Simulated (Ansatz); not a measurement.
**BaSr (Cmmm), clamped-ion strain scan**

These are results of Ansatz 0.2.0, DFT LDA, scalar-relativistic, plane waves, PAW, not measurements. The runs took a 420 eV cutoff, a Γ-centred 12×12×8 mesh and Gaussian smearing (0.15 eV). No spin polarisation. Energies are free energies at this smearing, counted from the undisturbed cell; pressure is positive in compression.

Reference structure (as given, not relaxed at this level; it stands at -1.6 GPa, and it needn't be the usual structure):

```yaml
crystal:
  lattice:
    - [2.50860, -3.46572, 0.00000]
    - [2.50860, 3.46572, 0.00000]
    - [0.00000, 0.00000, 6.92083]
  atoms:
    - { symbol: Ba, position: [0.00000, 0.00000, 0.00000] }
    - { symbol: Sr, position: [0.50000, 0.50000, 0.50000] }
```

The cell is strained by ε times the Voigt pattern (1, 1, 0, 0, 0, 0) (xx, yy, zz, yz, xz, xy; engineering shear) with fractional coordinates fixed. The cell is metallic on the mesh throughout.

| ε | ΔE (meV/atom) |
| --- | --- |
| -0.1000 | -23.4 |
| -0.0500 | -37.7 |
| 0.0000 | 0.0 |
| 0.0250 | 33.7 |
| 0.0750 | 122.4 |

Problem. Predict the stress summed along the pattern (GPa, tension positive) at each point.

Solution.
```csv
ε,"stress summed along the pattern (GPa, tension positive)"
-0.1000,-2.71
-0.0500,0.80
0.0000,3.13
0.0250,3.93
0.0750,4.95
```